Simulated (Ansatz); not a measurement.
TiSe2 (CdI2 type)

```
TiSe2
1.0
    3.48104     0.00000     0.00000
   -1.74052     3.01467     0.00000
    0.00000     0.00000     5.87186
Ti Se
1 2
Direct
  0.00000   0.00000   0.00000
  0.66667   0.33333   0.26465
  0.33333   0.66667   0.73535
```

The slice is a (-1 1 0 2) plane (indices of the conventional cell) through the point (0.667, 0.333, 0.265) (fractional), spanned by u = [110] and v = [1 -1 1] in vectors of this cell: u (3.48 Å) and v (8.42 Å, at 90° to u). It covers one period; positions are fractions (u, v).

Method: PBE-D3(BJ) (plane waves to 420 eV, PAW, scalar-relativistic; Ansatz, a first-principles code). k mesh 15×15×8. Near the nuclei the fields are pseudised (PAW); where an atom keeps semicore shells as valence, they peak there. TiSe2 is run without spin polarisation. TiSe2 was relaxed with its symmetry unable to fall.

Q: Predict the map of the electrostatic potential energy of an electron, from the cell's mean on the slice.

A: 
```
|xxx +*+ xx|
|xxx.. ..xx|
|  . xxx . |
|+= xxxxx =|
|*+ xxxxx +|
|#+ xxxxx +|
|*+: xxx :+|
|:--:   :--|
|x :+++++: |
|xx +###+ x|
|xx *%%%* x|
|  =#%@%#= |
|=+#%@@@%#+|
|%%%%%%%%%%|
|@@@%###%@@|
|@@@%*+*%@@|
|@@@%***%@@|
|@@@%###%@@|
|@@@@%%%@@@|
|##%@@@@@%#|
| .+%@@@%+.|
|xxx+%@%+xx|
|xxx #%# xx|
|xxx *%* xx|
```
Scale: ten equal steps from -1.00 (start of ' ') to 7.92 (end of '@'), in the order ' .:-=+*#%@'. Values: electrostatic potential energy of an electron, from the cell's mean, in eV. The map has 10 points along u (one character each, u = 0 at the left) and 24 along v (v = 0 in the bottom row). Points within 1 Å of a nucleus are blanked (x), as the pseudised field means little there. Values under -1 eV are set to -1. The zero, the cell's mean, hangs on the PAW cores.
